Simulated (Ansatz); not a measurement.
Relaxed LiF (rock salt):

```xyz
2
Lattice="0.0000 2.0339 2.0339 2.0339 0.0000 2.0339 2.0339 2.0339 0.0000" Properties=species:S:1:pos:R:3 pbc="T T T"
F      0.0000     0.0000     0.0000
Li     2.0339     2.0339     2.0339
```

A phonon eigenvector at Γ is frozen into this cell: atom i moves by Q times the vector below, so Q is the largest atomic displacement, in Å. The cell is held. It is one choice among 3 degenerate patterns.

| atom | x | y | z |
|---|---|---|---|
| F1 | 0.000 | 0.000 | -0.365 |
| Li2 | 0.000 | 0.000 | 1.000 |

These are PBE (plane waves to 420 eV, PAW, scalar-relativistic; Ansatz, a first-principles code) values and carry that method's errors. k mesh 14×14×14 (Γ-centred), Fermi-Dirac smearing 0.05 eV. E stands for the smeared free energy. Compression counts positive. LiF was relaxed with its symmetry unable to fall. The zero of ΔE is the undisplaced structure.

Question: What ΔE (meV/cell) and P (GPa) does the calculation give at Q (Å) = -0.067, -0.050, -0.033, -0.017, 0.050?

Answer: 
| Q (Å) | ΔE (meV/cell) | P (GPa) |
|---|---|---|
| -0.067 | 5.7 | 0.31 |
| -0.050 | 3.2 | 0.18 |
| -0.033 | 1.4 | 0.08 |
| -0.017 | 0.3 | 0.03 |
| 0.050 | 3.2 | 0.18 |

(For displaced atoms, the force is minus the slope of the energy, and its curvature is a force constant, which sets phonon frequencies.)
